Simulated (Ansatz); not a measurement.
## A crystal of cell content C12H20 at more than one level of theory

Plane-wave PAW calculations in Ansatz, scalar-relativistic unless spin-orbit coupling is named; Γ-centred meshes, relaxations with the symmetry kept. Pressure is positive in compression. No spin polarisation at the first level.

Cutoff 420 eV; k points 4×4×4 on the computed 32-atom cell (Γ-centred); Gaussian smearing, width 0.02 eV; no spin polarisation.

Structure relaxed with PBE+D3(BJ):

```yaml
crystal:
  lattice:
    - [6.35725, 0.00651, 0.00994]
    - [3.05361, 5.64161, -0.00984]
    - [2.47078, 0.23976, 7.07388]
  atoms:
    - { symbol: H, position: [0.10838, 0.76940, 0.21757] }
    - { symbol: H, position: [0.89162, 0.23060, 0.78243] }
    - { symbol: H, position: [0.82235, 0.62062, 0.22336] }
    - { symbol: H, position: [0.17765, 0.37938, 0.77664] }
    - { symbol: H, position: [0.07487, 0.17751, 0.13124] }
    - { symbol: H, position: [0.92513, 0.82249, 0.86876] }
    - { symbol: H, position: [0.91161, 0.21696, 0.37183] }
    - { symbol: H, position: [0.08839, 0.78304, 0.62817] }
    - { symbol: H, position: [0.37524, 0.89644, 0.29560] }
    - { symbol: H, position: [0.62476, 0.10356, 0.70440] }
    - { symbol: H, position: [0.27575, 0.10272, 0.46826] }
    - { symbol: H, position: [0.72425, 0.89728, 0.53174] }
    - { symbol: H, position: [0.54591, 0.14955, 0.05205] }
    - { symbol: H, position: [0.45409, 0.85045, 0.94795] }
    - { symbol: H, position: [0.68962, 0.04573, 0.23668] }
    - { symbol: H, position: [0.31038, 0.95427, 0.76332] }
    - { symbol: H, position: [0.55802, 0.48509, 0.14672] }
    - { symbol: H, position: [0.44198, 0.51491, 0.85328] }
    - { symbol: H, position: [0.43892, 0.42933, 0.38801] }
    - { symbol: H, position: [0.56108, 0.57067, 0.61199] }
    - { symbol: C, position: [0.16741, 0.57836, 0.23293] }
    - { symbol: C, position: [0.83259, 0.42164, 0.76707] }
    - { symbol: C, position: [0.00760, 0.49603, 0.23791] }
    - { symbol: C, position: [0.99240, 0.50397, 0.76209] }
    - { symbol: C, position: [0.06706, 0.23809, 0.26304] }
    - { symbol: C, position: [0.93294, 0.76191, 0.73696] }
    - { symbol: C, position: [0.31091, 0.08482, 0.31673] }
    - { symbol: C, position: [0.68909, 0.91518, 0.68327] }
    - { symbol: C, position: [0.51174, 0.16319, 0.20439] }
    - { symbol: C, position: [0.48826, 0.83681, 0.79561] }
    - { symbol: C, position: [0.42845, 0.42010, 0.24558] }
    - { symbol: C, position: [0.57155, 0.57990, 0.75442] }
```

**Question.** What changes with PBE (relaxed anew)?

**Answer.**
```
     level cell cutoff (eV) k mesh primitive cell V (Å³/atom) P (GPa; residual where relaxed) gap on mesh (eV)
PBE+D3(BJ) relaxed          420   4×4×4  a = 6.36 Å, b = 6.42 Å, c = 7.50 Å, α = 79.42°, β = 70.67°, γ = 61.52°          7.9                             0.00              4.57
       PBE  relaxed          420   4×4×4  a = 7.02 Å, b = 6.97 Å, c = 8.55 Å, α = 80.12°, β = 70.56°, γ = 61.40°         10.8                             0.01              4.32
```

The volumes differ by 37 %: in a crystal of weakly bound units the cell follows the treatment of dispersion, and a level without it swells.

The start is a cell measured at 2 K (doi:10.1021/cg0705512), with 7.89 Å³ an atom; a static calculation leaves out thermal expansion, so the difference isn't the functional's error alone.